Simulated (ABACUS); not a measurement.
Band structure of a model cell of CaWO4 (P2/c, 12 atoms in the cell; prototype structure).

```yaml
crystal:
  lattice:
    - [4.92330, 0.00000, 0.00000]
    - [0.00000, 6.00454, 0.00000]
    - [-0.05419, 0.00000, 5.17495]
  atoms:
    - { symbol: Ca, position: [0.50000, 0.68330, 0.25000] }
    - { symbol: Ca, position: [0.50000, 0.31670, 0.75000] }
    - { symbol: W, position: [0.00000, 0.18230, 0.25000] }
    - { symbol: W, position: [0.00000, 0.81770, 0.75000] }
    - { symbol: O, position: [0.25470, 0.37720, 0.40050] }
    - { symbol: O, position: [0.74530, 0.37720, 0.09950] }
    - { symbol: O, position: [0.74530, 0.62280, 0.59950] }
    - { symbol: O, position: [0.25470, 0.62280, 0.90050] }
    - { symbol: O, position: [0.21710, 0.89550, 0.43600] }
    - { symbol: O, position: [0.78290, 0.89550, 0.06400] }
    - { symbol: O, position: [0.78290, 0.10450, 0.56400] }
    - { symbol: O, position: [0.21710, 0.10450, 0.93600] }
```

Computed with PBEsol, numerical atomic orbitals DZP (confined pseudo-atomic orbitals with Gaussian additions; energy shift 0.01 Ry), PseudoDojo 0.4 standard norm-conserving PBEsol (tails mended) pseudopotentials (ABACUS).

Settings: basis = DZP numerical atomic orbitals, energy shift 0.01 Ry; KPT = MP 3 3 3 0 0 0; basis_type = lcao; ecutwfc = 100 Ry; smearing_method = fd; smearing_sigma = 0.00367493 Ry; potentials = PseudoDojo 0.4 standard norm-conserving PBEsol (tails mended); symmetry = 1; ks_solver = scalapack_gvx; scf_nmax = 100; scf_thr = 1.0e-07; mixing_type = broyden.

The starting geometry comes from a prototype or from typed values, not from a relaxation at this level; it need not be a known phase. Spin-orbit coupling is left out, which matters for bands and gaps with elements this heavy. The atom-centred basis is finite, which shifts total energies, pressures and forces against plane waves.

### Question
Predict the gap along the standard path and the places of the band edges.

### Answer
The gap along the path is 2.77 eV, direct at Γ to within 0.01 eV.

Points are given in units of this cell's reciprocal vectors. Levels in eV from the top of the valence band on the path, bands 45 to 49:
```csv
point,45,46,47,48,49
Γ (0 0 0),-0.49,-0.43,-0.10,-0.01,2.77
Y (0 0 0.5),-0.45,-0.45,-0.16,-0.16,3.27
H (-0.495 0 0.505),-0.53,-0.53,-0.23,-0.22,3.00
C (-0.5 0 0.5),-0.53,-0.53,-0.22,-0.22,3.00
E (-0.5 0.5 0.5),-0.60,-0.60,-0.36,-0.36,3.13
M1 (-0.505 0.5 0.495),-0.60,-0.60,-0.37,-0.36,3.12
A (-0.5 0.5 0),-0.56,-0.39,-0.31,-0.17,2.88
X (-0.5 0 0),-0.61,-0.48,-0.21,-0.03,2.99
D (0 0.5 0.5),-0.52,-0.52,-0.30,-0.30,3.06
```

Higher empty bands are left out: an atom-centred basis made for the valence describes them poorly.

The atomic orbitals were generated for these runs; they are not ABACUS's published sets and were checked against plane waves on a few crystals only.

“Tails mended”: in these copies of the files the far tail of each local potential was reset to the Coulomb form.
